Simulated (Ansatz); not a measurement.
AlCu:
```yaml
crystal:
  lattice:
    - [4.06643, 0.00000, 0.00000]
    - [2.03380, -2.06366, 5.62840]
    - [2.03212, -5.98488, 0.00000]
  atoms:
    - { symbol: Al, position: [0.50000, 0.50000, 0.50000] }
    - { symbol: Al, position: [0.15575, 0.53835, 0.14993] }
    - { symbol: Al, position: [0.84425, 0.46165, 0.85007] }
    - { symbol: Al, position: [0.37741, 0.00431, 0.24090] }
    - { symbol: Al, position: [0.62259, 0.99569, 0.75910] }
    - { symbol: Cu, position: [0.00000, 0.00000, 0.00000] }
    - { symbol: Cu, position: [0.25789, 0.75970, 0.72461] }
    - { symbol: Cu, position: [0.74211, 0.24030, 0.27539] }
    - { symbol: Cu, position: [0.10864, 0.22812, 0.55458] }
    - { symbol: Cu, position: [0.89136, 0.77188, 0.44542] }
```

Relaxed with r²SCAN.

**Question.** Map the electron localisation function on the plane through (0.500, 0.500, 0.500) spanned by u = [0, 1, -1] and v = [-1, 1, 1] in lattice vectors, from the program Ansatz at the r²SCAN level (PAW).

**Answer.** x is the fraction of u, y of v (the angle between them is 90°; rows are the nearest grid lines); atoms in the plane: Al at (0.00, 0.00), Al at (0.69, 0.34), Al at (0.31, 0.66), Al at (0.38, 0.12), Al at (0.62, 0.88), Cu at (0.00, 0.50), Cu at (0.02, 0.24), Cu at (0.98, 0.76), Cu at (0.34, 0.39), Cu at (0.66, 0.61).
```
|62002444332335677777653323344420026|
|00123332110113456775321234556654100|
|44455432100012345542000024566665544|
|44454432100000123200291003555544344|
|11112333321111233431000024443211111|
|73111245554333445566655444321111477|
|84112356653334455555554433321111588|
|11123576300001455432111111122111111|
|12245663007600255321112211112322111|
|11224566310012454211148841111332111|
|11112456655445543211123321112221111|
|64111234555444333221111111222111146|
|64111122211111112233344455543211146|
|11112221112332111234554455665421111|
|11123311114884111245421001366542211|
|11122321111221112355200670036654221|
|11111122111111123455410000367532111|
|88511112333445555555443335665321148|
|77411112344455666554433345554211137|
|11111234442000013433211112333321111|
|44344555530019200232100000123445444|
|44556666542000024554321000123455444|
|00145665543212357765431101123332100|
|62002444332335677777653323344420026|
```
Scale: ten equal steps from 0.019 (start of '0') to 0.945 (end of '9'), in the order '0123456789'; x runs from 0.000 to 1.00, y from 0.000 (bottom) to 1.00 (top).

The density is the valence pseudo-density with augmentation charge, so density and ELF within about 1 Å of a nucleus are not all-electron values.

Space group C2/m. The first step of the workflow began from a Materials Project structure, measured or hypothetical; the Crystallography Open Database files this formula in space group No. 12, but the cells were not matched. Whether it is the stable phase at ambient conditions was not checked. The r²SCAN relaxation kept the symmetry of its start; whether a distortion lowers the energy is not shown. No spin polarisation was allowed.

Potentials: the earlier of the program's two PAW sets.
